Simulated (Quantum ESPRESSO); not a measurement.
# Planted mistakes on one cell of Al3MgON3

Calculated results; nothing here was measured. They come from pw.x of Quantum ESPRESSO 7.5, a plane-wave density functional program, with PseudoDojo standard norm-conserving files (v0.5 for PBE, v0.4.1 for LDA and PBEsol). The cells are made up: elements, strain and atom displacements were drawn at random, and nothing was relaxed. There is no spin polarisation, spin-orbit coupling or dispersion term.

The cell has 8 sites of a rocksalt lattice. Sites 1 to 4 hold Al Mg Al Al; sites 5 to 8 hold O N N N. Cell vectors in Å: (4.002, -0.027, -0.029); (-0.027, 4.003, 0.031); (-0.029, 0.031, 4.071). Settings: PBE, cutoff 1143 eV, 4 x 4 x 4 k mesh shifted by half a step, Fermi-Dirac smearing of 0.025 eV.

The intended run has a self-consistency threshold of 1e-07 eV, a smearing term of 0.000 eV, a pressure of 21.14 GPa and 11 iterations. Each further run changes one thing: all lengths scaled by 0.9897; atoms of sites 5 and 7 exchanged; cutoff 691 eV; files of LDA; k mesh 2 x 2 x 2; one electron removed; smearing 0.59 eV; threshold 0.1 eV. A coarse mesh keeps the shift, and a charged cell sits in a uniform background.

```
run  change of free energy (eV)  smearing term -TS (eV)  change of P (GPa)  largest change of a force component (eV/Å)  iterations
  A                     -11.452                  -0.013             -34.91                                       0.193          11
  B                      -1.020                   0.000              -1.62                                       0.719          11
  C                       0.218                   0.000              -0.13                                       0.057          10
  D                      -1.045                   0.000             -13.02                                       0.165          10
  E                       0.322                   0.000               9.63                                       0.207          11
  F                       4.648                   0.000             -62.65                                       0.061          11
  G                       0.026                   0.000               1.44                                       0.114           4
  H                      -0.050                  -0.259               0.78                                       0.037          10
```

A rerun of the intended cell at 1437 eV and k mesh 6 x 6 x 6 moved values by no more than 0.004 eV in the cell's energy, 0.02 GPa in stress and 0.003 eV/Å in force.

Question: which change belongs to which run?

## Worked reading

Run G has the fewest iterations, as a run stopped early does. Run H has the largest smearing term, as wide smearing gives. Run F has a higher energy and the largest fall in pressure, as too small a basis gives. Run E changes the volume by a factor of 0.9694; minus its pressure change over the logarithm of that factor, 310 GPa, is a rough bulk modulus with clamped atoms. Energies from files of another functional, or of a charged cell, have another zero and say nothing on stability; the pressure of a charged cell rests on the program's zero of potential too.

## Key

```
run                            change
  A              one electron removed
  B  atoms of sites 5 and 7 exchanged
  C                  k mesh 2 x 2 x 2
  D                      files of LDA
  E      all lengths scaled by 0.9897
  F                     cutoff 691 eV
  G                  threshold 0.1 eV
  H                  smearing 0.59 eV
```